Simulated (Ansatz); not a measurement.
Calculated quadrupolar parameters for BaCINO

The cell is a structure deposited in the COD, ions relaxed with PBE at fixed cell.

Space group Pnma (No. 62); a = 8.5452, b = 4.7462, c = 11.6013 Å.

| site | Wyckoff | site symmetry | x | y | z |
| --- | --- | --- | --- | --- | --- |
| Ba | 4c | .m. | 0.7692 | 0.7500 | 0.6508 |
| C | 4c | .m. | 0.6185 | 0.2500 | 0.4513 |
| I | 4c | .m. | 0.0932 | 0.2500 | 0.6431 |
| N | 4c | .m. | 0.3286 | 0.7500 | 0.4535 |
| O | 4c | .m. | 0.4376 | 0.7500 | 0.6454 |

One atom of each set is listed.

All values are calculated (Ansatz; DFT, PBE, plane waves and PAW, scalar-relativistic, 420 eV cutoff, Γ-centred 3×5×2 k-points, Fermi–Dirac smearing 0.02 eV), not measured.

Conventions: |V_zz| ≥ |V_yy| ≥ |V_xx|, η = (V_xx − V_yy)/V_zz, C_Q = eQV_zz/h.

¹³⁵Ba: I = 3/2, Q = 153.0 mb; ¹²⁷I: I = 5/2, Q = -688.2 mb; N-14: I = 1, Q = 20.44 mb; ¹⁷O: I = 5/2, Q = -25.58 mb. Q values from Pyykkö, Mol. Phys. 116, 1328 (2018).

(1) Which values are expected at the nuclei?

Answers

(1) 

```tsv
site	atoms	first shell	V_zz (10²¹ V/m²)	η	C_Q (MHz)
Ba	4	2 O at 2.77–2.83 Å, 2 N at 2.79 Å, 5 I at 3.61–3.69 Å; also 4 C at 3.52–3.62 Å	6.73	0.33	24.9
C	4	1 N at 1.19 Å, 1 O at 1.22 Å, angle 179°	-2.50	0.24	–
I	4	2 C at 3.59 Å, 5 Ba at 3.61–3.69 Å	-3.88	0.46	64.6
N	4	1 C at 1.19 Å; also 2 Ba at 2.79 Å	-1.02	0.12	-0.504
O	4	1 C at 1.22 Å; also 2 Ba at 2.77–2.83 Å	10.92	0.10	-6.75
```

At N and O V_zz points along its bond to C (within 6°) in each case. At C V_zz points along the line of its two bonds (within 1°).

C has no stable isotope with a ground-state quadrupole moment in the table, so no C_Q is given.

Without spin–orbit coupling the gradients at and beside I can be off by some per cent, at some sites by more. The database positions were far from equilibrium, so the relaxed structure may not be the compound's real one.
